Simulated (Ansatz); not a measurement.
Consider the following.

MoRu:
```
CELL_PARAMETERS angstrom
      2.73949     0.00000     0.00000
     -1.36974     2.37247     0.00000
      0.00000     0.00000     4.40104
ATOMIC_POSITIONS crystal
  Mo 0.66667 0.33333 0.00000
  Ru 0.33333 0.66667 0.50000
```

This is the PBEsol-relaxed structure.

**Question.** All from plane-wave PAW PBEsol (Ansatz code), unless another level is named. Estimate the density of states at the Fermi level.

**Answer.** 0.85 states/eV per atom (mean over ±0.08 eV).

**Question.** Next, the formation energy from the elements (no fitted shifts)?

**Answer.** 6.6 kJ/mol of atoms.

**Question.** What about the gap with spin–orbit coupling?

**Answer.** none (metallic).

Space group P-6m2. The first step of the workflow began from a Materials Project structure, measured or hypothetical; the Crystallography Open Database copy checked does not list it. With Mo and Ru taken as one species the cell has the higher symmetry P6_3/mmc, so it may be an ordered model of a mixed-site phase. Its standing as an ambient phase is unchecked. The PBEsol relaxation kept the symmetry of its start; of distortions, only those at the zone centre were tested. The run is not spin-polarised. The references are the lowest solids computed at this level, not always the standard phases. Scalar-relativistic: spin–orbit coupling is off unless named, which matters more the heavier the elements.

Potentials: the later of the program's two PAW sets.
